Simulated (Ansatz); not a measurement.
A trial cell of TiC was relaxed with r2SCAN (plane waves to 500 eV, PAW, scalar-relativistic; Ansatz, a quantum-chemistry and plane-wave program).

Before: P4mm (No. 99), tP2; a = 2.310 Å, b = 2.310 Å, c = 4.234 Å, α = 90.00°, β = 90.00°, γ = 90.00°.

After relaxation:

Simulated powder pattern, neutron, λ = 1.5401 Å (kinematic, ideal powder, no thermal factors, coherent scattering alone; the 24 strongest lines at most, above 1 %, up to 2θ = 90°):

```tsv
2θ (°)	I/Imax (%)
21.32	87
34.96	6.8
41.31	100
43.43	2.3
50.28	3.6
55.20	61
56.92	5.9
67.41	11
68.57	4.5
73.85	2.0
77.89	38
78.25	38
84.39	3.5
88.32	67
88.67	33
89.75	3.3
```

### Question
Identify the relaxed structure from its pattern: crystal system, space group and cell.

### Answer
Tetragonal, P4/mmm (No. 123), tP2; a = b = 2.5636 Å, c = 4.1630 Å, α = β = γ = 90.00°. Sites: C 1d (0.500, 0.500, 0.500); Ti 1c (0.500, 0.500, 0.000).

### Question
Index the strongest lines.

### Answer
21.32° (001), 41.31° (101), 55.20° (111), 77.89° (201), 88.32° (211).

No spin polarisation in the result.

The run could not lose the symmetry of its start: the end is stationary, and may be a saddle point rather than a minimum.

The relaxed structure here is a generated cell of TiC: the first start was made by a random draw of sites in a space group, and the end was not matched to a known phase here, so it may be hypothetical. Known forms of TiC include space group No. 225.
